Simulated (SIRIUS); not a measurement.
Worked example: self-consistent single point of MgZn3S4 (P-42m, 8 atoms in the cell; from Materials Project mp-1120718, changed as shown) in SIRIUS.

Method: PBEsol, PseudoDojo 0.4 standard norm-conserving PBEsol (tails mended) pseudopotentials (plane waves; SIRIUS).

The change in words: lattice vector a scaled by 1.01. Reference geometry (P-43m):
```yaml
crystal:
  lattice:
    - [5.47989, 0.00000, 0.00000]
    - [0.00000, 5.47989, 0.00000]
    - [0.00000, 0.00000, 5.47989]
  atoms:
    - { symbol: Mg, position: [0.50000, 0.50000, 0.50000] }
    - { symbol: Zn, position: [0.00000, 0.00000, 0.50000] }
    - { symbol: Zn, position: [0.50000, 0.00000, 0.00000] }
    - { symbol: Zn, position: [0.00000, 0.50000, 0.00000] }
    - { symbol: S, position: [0.75633, 0.75633, 0.24367] }
    - { symbol: S, position: [0.75633, 0.24367, 0.75633] }
    - { symbol: S, position: [0.24367, 0.24367, 0.24367] }
    - { symbol: S, position: [0.24367, 0.75633, 0.75633] }
```

Reference input (self-consistent single point, DFT, PBEsol, plane waves, PseudoDojo 0.4 standard norm-conserving PBEsol (tails mended) pseudopotentials): parameters.ngridk = 3 3 3; parameters.xc_functionals = [XC_GGA_X_PBE_SOL, XC_GGA_C_PBE_SOL]; parameters.gk_cutoff = 9.165 1/bohr; parameters.pw_cutoff = 18.331 1/bohr; parameters.smearing = gaussian; parameters.smearing_width = 0.0001 Ha; potentials = PseudoDojo 0.4 standard norm-conserving PBEsol (tails mended) pseudopotentials; parameters.electronic_structure_method = pseudopotential; parameters.num_bands = 56; parameters.num_mag_dims = 0; parameters.num_dft_iter = 100; parameters.energy_tol = 1e-07 Ha. This run's input differs from it in these lines:

```diff
@@ -32,7 +32,7 @@
     "lattice_vectors": [
-      [1.000000007, 0.0, 0.0],
-      [0.0, 1.000000007, 0.0],
-      [0.0, 0.0, 1.000000007]
+      [1.0000000167, 0.0, 0.0],
+      [0.0, 0.9900990121, 0.0],
+      [0.0, 0.0, 0.9900990121]
     ],
-    "lattice_vectors_scale": 10.355495,
+    "lattice_vectors_scale": 10.45905,
     "atom_coordinate_units": "A",
@@ -46,3 +46,3 @@
       "Mg": [
-        [2.739946, 2.739946, 2.739946]
+        [2.7673455, 2.739946, 2.739946]
       ],
@@ -50,3 +50,3 @@
         [0.0, 0.0, 2.739946],
-        [2.739946, 0.0, 0.0],
+        [2.7673455, 0.0, 0.0],
         [0.0, 2.739946, 0.0]
@@ -54,6 +54,6 @@
       "S": [
-        [4.1446067164, 4.1446067164, 1.3352852836],
-        [4.1446067164, 1.3352852836, 4.1446067164],
-        [1.3352852836, 1.3352852836, 1.3352852836],
-        [1.3352852836, 4.1446067164, 4.1446067164]
+        [4.186052844, 4.1446067164, 1.3352852836],
+        [4.186052844, 1.3352852836, 4.1446067164],
+        [1.348638156, 1.3352852836, 1.3352852836],
+        [1.348638156, 4.1446067164, 4.1446067164]
       ]
```

The program printed (abridged):

```
[find] density tolerance         : 1e-06
[find] total energy tolerance    : 1e-07
[find] iter_solver_tol (initial) : 0.01
[find] iter_solver_tol (target)  : 1e-13
[find] num_dft_iter              : 100
Charges and magnetic moments
--------------------------------------------------------------------------------
total charge          : 94.000000
[find] | SCF iteration   0 out of 100|
[diagonalize] iterative solver tolerance (occupied, empty): 0.01 0.01
[diagonalize] average number of iterations: 5.83333
[find] Charges and magnetic moments
[find] total charge          : 94.000000
[find] Energy
   [... lines left out ...]

[find] Charges and magnetic moments
[find] total charge          : 94.000000
[find] Energy
[find] smearing (-TS)                 :       0.00000000
[find] Total energy                   :    -730.40105458 (Ha),   -1460.80210916 (Ry)
[find] Free energy (E-TS)             :    -730.40105458 (Ha),   -1460.80210916 (Ry)
[find] band gap (eV)                  :       2.13380098
[find] Efermi                         :       0.26828359
[find] iteration : 25, RMS (target) : 4.6005e-07 (1.0000e-06) , energy difference (target) : -4.8885e-12 (1.0000e-07)
[find] bands are converged : true
[find] iterative solver converged : false
[find] converged after 26 SCF iterations!
[find] Charges and magnetic moments
[find] total charge          : 94.000000
[find] Energy
[find] smearing (-TS)                 :       0.00000000
[find] Total energy                   :    -730.40105458 (Ha),   -1460.80210916 (Ry)
[find] Free energy (E-TS)             :    -730.40105458 (Ha),   -1460.80210916 (Ry)
[find] band gap (eV)                  :       2.13380098
[find] Efermi                         :       0.26828359
[ground_state] === stress tensor components [kbar] ===
[ground_state] === stress_total ===
[ground_state]    27.811327    0.000000   -0.000000
[ground_state]     0.000000   24.099691    0.000000
[ground_state]    -0.000000    0.000000   24.099691
[ground_state] ==== total Forces in Ha/bohr =====
   [... lines left out ...]
[ground_state] atom:    3, force:       0.0000000     -0.0000000      0.0000000
[ground_state] atom:    4, force:       0.0011878      0.0011094     -0.0011094
[ground_state] atom:    5, force:       0.0011878     -0.0011094      0.0011094
[ground_state] atom:    6, force:      -0.0011878     -0.0011094     -0.0011094
[ground_state] atom:    7, force:      -0.0011878      0.0011094      0.0011094
```

The run converged in 26 iterations. SIRIUS prints the stress tensor with tension positive. Against the reference run the free energy rises by 3.0 meV/atom, the pressure goes from -1.91 to -2.53 GPa and the largest force moves little (0.100 to 0.101 eV/Å).

The structure comes from a collection of computed structures, made at another level of theory; the collection holds predicted forms beside known ones. Its lattice was then scaled.

Cost on one core: very roughly 110 core-seconds.

The gap that the log prints is read on the run's mesh, which can miss the band edges or a crossing.

“Tails mended”: in these copies of the files the far tail of each local potential was reset to the Coulomb form.
